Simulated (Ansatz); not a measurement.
Level of theory: DFT PBE, scalar-relativistic, plane waves, PAW in Ansatz 0.2.0. Settings: cutoff 420 eV, Γ-centred meshes spaced at most about 0.3 Å⁻¹, and about 0.25 Å⁻¹ or finer for metals (2π included), Gaussian smearing. No spin polarisation in the final relaxations.

Temperature and zero-point effects are left out.

Two forms of Ta2AlF3 were relaxed alike.

1.

```cif
data_structure
_symmetry_space_group_name_H-M 'P6/mmm'
_symmetry_Int_Tables_number 191
_cell_length_a 4.9877
_cell_length_b 4.9877
_cell_length_c 3.8534
_cell_angle_alpha 90.000
_cell_angle_beta 90.000
_cell_angle_gamma 120.000
_cell_volume 83.02
loop_
_atom_site_label
_atom_site_type_symbol
_atom_site_symmetry_multiplicity
_atom_site_Wyckoff_symbol
_atom_site_fract_x
_atom_site_fract_y
_atom_site_fract_z
_atom_site_occupancy
Ta1 Ta 2 c 0.66667 0.33333 0.00000 1
Al1 Al 1 a 0.00000 0.00000 0.00000 1
F1 F 3 g 0.00000 0.50000 0.50000 1
```

2.

```cif
data_structure
_symmetry_space_group_name_H-M 'P-62m'
_symmetry_Int_Tables_number 189
_cell_length_a 6.4565
_cell_length_b 6.4565
_cell_length_c 2.5964
_cell_angle_alpha 90.000
_cell_angle_beta 90.000
_cell_angle_gamma 120.000
_cell_volume 93.73
loop_
_atom_site_label
_atom_site_type_symbol
_atom_site_symmetry_multiplicity
_atom_site_Wyckoff_symbol
_atom_site_fract_x
_atom_site_fract_y
_atom_site_fract_z
_atom_site_occupancy
Ta1 Ta 2 d 0.33333 0.66667 0.50000 1
Al1 Al 1 b 0.00000 0.00000 0.50000 1
F1 F 3 g 0.34219 0.00000 0.50000 1
```

Task: Which is lower in energy, and by how much?

Result: Cell 1 is lower, by 112 meV/atom. Cell 1 has space group P6/mmm (No. 191), 13.8 Å³/atom and no gap on its mesh; cell 2 has space group P-62m (No. 189), 15.6 Å³/atom and no gap. Counting F atoms around Al and Ta (those within 1.25 times the shortest such distance or 1.15 times the sum of covalent radii; the shortest distance is added where it is long for a bond), cell 1 has Ta 6, Al 12 from 3.2 Å and cell 2 has Ta 3, Al 3 from 2.2 Å. The denser one is the lower, and pressure would at first widen the difference. Both come from invented guesses. A third cell relaxed alike, in R-3m, lies 0.30 eV/atom below the lower of the two.

Spin–orbit coupling, which can matter for Ta, is left out. Cells relaxed within their symmetry can be saddle points.
